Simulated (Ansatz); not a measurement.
Method: DFT PBE, scalar-relativistic, plane waves, PAW in Ansatz. Cutoff 420 eV, Γ-centred meshes of about 0.25 Å⁻¹ or finer for metals and 0.3 Å⁻¹ for insulators (2π included), Gaussian smearing. No spin polarisation.

All energies are static (0 K, no zero-point motion).

Compare these two cells of Al₃B₂Sb, each relaxed at this level.

1.

```
Al B Sb
1.0
     3.50118    0.00000    0.00000
    -1.75059    3.03211    0.00000
     0.00000    0.00000    8.86416
Al B Sb
3 2 1
Direct
  0.66667 0.33333 0.33982
  0.66667 0.33333 0.06863
  0.00000 0.00000 0.86088
  0.33333 0.66667 0.97873
  0.33333 0.66667 0.19250
  0.00000 0.00000 0.55943
```

2.

```
Al B Sb
1.0
     3.01837    0.00000    0.00000
     0.00000    1.61948    9.55184
     0.00000   -1.61948    9.55184
Al B Sb
3 2 1
Direct
  0.00000 0.81143 0.81143
  0.00000 0.42853 0.42853
  0.50000 0.56588 0.56588
  0.00000 0.01680 0.01680
  0.50000 0.97846 0.97846
  0.50000 0.19889 0.19889
```

Question: Which form is favoured at zero pressure, and by what margin per atom?

Answer: Cell 1 is lower, by 20 meV/atom. Cell 1 has space group P3m1 (No. 156), 15.7 Å³/atom and no gap on its mesh; cell 2 has space group Amm2 (No. 38), 15.6 Å³/atom and no gap. Counting B or Sb atoms around Al (for each partner element, those within 1.25 times its shortest distance or 1.15 times the sum of covalent radii, where it is the nearest in units of that sum or under 1.3; the shortest distance is added where it exceeds 1.18 times the sum of covalent radii; a slash parts the counts of unlike sites), cell 1 has Al 4/6 and cell 2 has Al 4 from 3.1 Å/6/8. Cell 1 holds B–B pairs (shortest 1.89 Å); cell 2 holds B–B chains (shortest 1.68 Å) and Sb–Sb chains (shortest 3.02 Å). Even the lower one lies +0.22 eV/atom against the reference forms of the elements (uncorrected), so neither is stable at this level. Both come from trial cells of a structure search, whose lowest cell (R3m, 14.8 Å³/atom) lies 99 meV/atom below the lower of the two.

For metals, differences of a few meV/atom aren't resolved. These runs have no spin–orbit coupling, which can matter for Sb. With atoms moved at random, cell 1 came back. Cell 2 had no clear such test and can be a saddle point. Some candidate types were left out of the draw beforehand, so a known form may be missing.
